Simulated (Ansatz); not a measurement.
The cost of changing the moment of CuSnF6 (P-1)

Computed with Ansatz (plane waves, PAW): PBEsol+U, U_eff = 4.0 eV (Dudarev form) on Cu d, fully localised double counting, collinear spin, scalar-relativistic, 420 eV, PAW set soft_2 (made for PBE), 5×5×4 mesh, Gaussian smearing of 0.05 eV.

```
CELL_PARAMETERS angstrom
5.10500 0.00000 0.00000
2.45681 4.54822 0.00000
0.01601 2.84709 4.62944
ATOMIC_POSITIONS crystal
Cu 0.00000 0.00000 0.00000
Sn 0.50000 0.00000 0.50000
F 0.24700 0.12300 0.74800
F 0.75300 0.87700 0.25200
F 0.61000 0.52900 0.73700
F 0.39000 0.47100 0.26300
F 0.13300 0.11400 0.25000
F 0.86700 0.88600 0.75000
```

The structure is that of a cell as deposited in COD, unrelaxed.

Cell and atoms stay fixed. The reference is a free state that was started with parallel moments (start: natural orbitals of the symmetric run filled by rank) and keeps them. It has a gap of 1.89 eV and a whole-number cell moment of 1 μB, as a collinear insulator must have; cell moment 1.00 μB, site moments in spheres Cu 0.79 μB, shell filling Cu 5↑ 4↓, 9.17 e. A natural orbital (eigenvector of a shell's occupation matrix) is counted as filled above 0.75 (0.9 in a metal) and as partly filled from 0.35 up to that; ↑ and ↓ are the spin channels. The formal moment from which the starts were built is 1 μB a cell. The total moment M = N↑ − N↓ was then locked, each spin with its own Fermi level. Locks at 70 % of the formal moment or more started from the reference's natural orbitals, filled by rank with the formal electron count; the others from atoms with scaled moments, and the lock at zero from atoms without moments.

| M (μB/cell) | ΔE (meV/atom) | ΔE (eV/cell) | site moments (μB) | shell filling | E_F↑ − E_F↓ (eV) | flags |
| --- | --- | --- | --- | --- | --- | --- |
| 0.00 | 103.2 | 0.83 | under 0.05 | Cu 4↑(+1 partly) 4↓(+1 partly), 9.32 e | 0.00 | – |
| 1.00 | 0.0 | 0.00 | Cu 0.79 | Cu 5↑ 4↓, 9.17 e | – | – |
| 1.10 | 26.7 | 0.21 | Cu 0.81 | Cu 5↑ 4↓, 9.15 e | 4.45 | – |

ΔE counts from the reference.

Question: What does a lock at M = 0.90 μB give?

Answer: ΔE = 14.0 meV/atom (0.11 eV per cell), site moments Cu 0.73 μB, filling Cu 5↑ 4↓, 9.19 e.

Turning one electron's spin changes M by 2 μB. From the reference, going to 1.10 μB turns 0.05 electrons from spin down to up and costs 0.21 eV, or 4.27 eV per electron turned; going to 0.90 μB turns 0.05 electrons from spin up to down and costs 0.11 eV, or 2.24 eV per electron turned. In a gapped state the first turned electron must leave a filled band of one spin for an empty band of the other, so E(M) has a kink at the free moment. Where both spins are metallic, the slope dE/dM is half the difference of the two Fermi levels, 2.23 eV/μB at M = 1.10 μB. A straight line of that slope from the reference gives 2.23 × 0.10 = 0.223 eV, against 0.213 eV found, near that line and not at half of it as for a parabola: the mark of a kink.

At M = 0.00 μB the count of filled and partly filled orbitals of each spin differs from the reference's, which may be the change of moment itself or a change of state.

For M = 0.00 μB: With J = 0 the Hubbard energy is (U/2) Σ λ(1 − λ), a penalty on fractional natural occupations. The sums Σ λ(1 − λ) over the cell's shells are 0.22 for the reference and 0.48 for the locked state, which at U/2 = 2.00 eV give 0.44 and 0.96 eV per cell. Of the difference of 0.83 eV per cell, the Hubbard term gives 0.52 eV and all other terms 0.31 eV. The other terms are taken on each state's own density, so they aren't the result of a run without U.

In the reference the fixed cell carries a pressure of 2.5 GPa and forces up to 0.63 eV/Å; relaxing would change energies and could change the order of close states.

With one Cu ion in the cell, Cu moments can't oppose each other.

The points needn't share one orbital state, so they needn't lie on one smooth curve, and a lower state can't be excluded at any of them. For metallic states the mesh is coarse, so energy differences carry some meV/atom. Spin–orbit coupling is left out. U is one value of a scan, not fitted to this compound, so the states needn't resemble the real material's. Gaps are Kohn–Sham gaps over the k-mesh alone and may be smaller between its points.
